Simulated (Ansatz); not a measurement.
SnTeO3 in space group R3c (No. 161; Sn on 6a, Te on 6a, O on 18b), the program Ansatz at the PBE level (PAW). The conduction-band minimum lies at F, with 3 equivalent valleys. Second derivatives d²E/dk² of the lowest band at one valley (eV·Å²), along Cartesian directions:

| direction | d²E/dk² |
|---|---|
| [100] | 2.366 |
| [010] | 2.064 |
| [001] | 9.907 |
| [110] | 2.475 |
| [101] | 3.226 |
| [011] | 4.305 |

**Question.** Find the principal effective masses, the density-of-states mass and the conductivity mass.

**Answer.** Off-diagonal terms follow from H_xy = H[110] − (H_xx + H_yy)/2, and m*/mₑ = 7.620 eV·Å² over each eigenvalue: 0.68, 4.0, 6.3. One valley's DOS mass (m₁m₂m₃)^(1/3) = 2.6, conductivity mass 3/(Σ 1/mᵢ) = 1.6 mₑ.

**Question.** What effective density of states Nc follows at 300 K for parabolic valleys?

**Answer.** Nc = 2.509e19 × 3 × (2.6)^(3/2) ≈ 3.2e20 cm⁻³.

The start of the workflow was typed in or built on a structure type; neither database checked (COD, Materials Project) lists it. Whether it is the stable phase at ambient conditions was not checked. The cell was relaxed with PBE under the symmetry of its start; whether a distortion lowers the energy is not shown. The volume moved by 110 % from the start of the relaxation. Spin–orbit coupling is left out wherever it is not named.

Potentials: the earlier of the program's two PAW sets.

Edges and masses are those of Kohn–Sham bands, whose gap is no quasiparticle gap.
